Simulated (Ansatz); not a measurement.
# Property card for Zn$_{2}$InO

These are results of Ansatz, DFT PBE, scalar-relativistic, plane waves, PAW, not measurements.

Plane waves to 420 eV, a k mesh through Γ of 14×14×8 on the computed 4-atom cell and Gaussian smearing (0.10 eV); no spin polarisation.

The structure is relaxed at this level of theory with its symmetry kept, and needn't be the ground state of this composition.

Space group P-4m2 (No. 115), tetragonal, a = 3.206 Å, c = 6.847 Å. Around Zn lie 2 O at 2.01 Å and 2 In at 2.73 Å; around In lie 4 Zn at 2.73 Å and 4 In at 3.21 Å; O has 4 Zn at 2.01 Å.

- Volume per atom: 118.7 bohr³
- Formation energy from the elements' standard states (uncorrected): -0.578 eV/atom
- Kohn–Sham band gap: none (metal)
- Density of states at the Fermi level: 1.0 states/eV per cell
- Orbital (Löwdin) character within 0.5 eV of the Fermi level: In 5p 60 %, In 5s 11 %, Zn 4s 9 %, unprojected 10 %
- Bulk modulus: 60 GPa
- Its pressure derivative: 4.7
- Bader charge by site (e): Zn (2 in the cell) 0.61, In (1 in the cell) -0.02, O (1 in the cell) -1.20

The cell was found from a structure generator's guess, not taken from experiment. Löwdin shares on free-atom orbitals overweight diffuse shells.
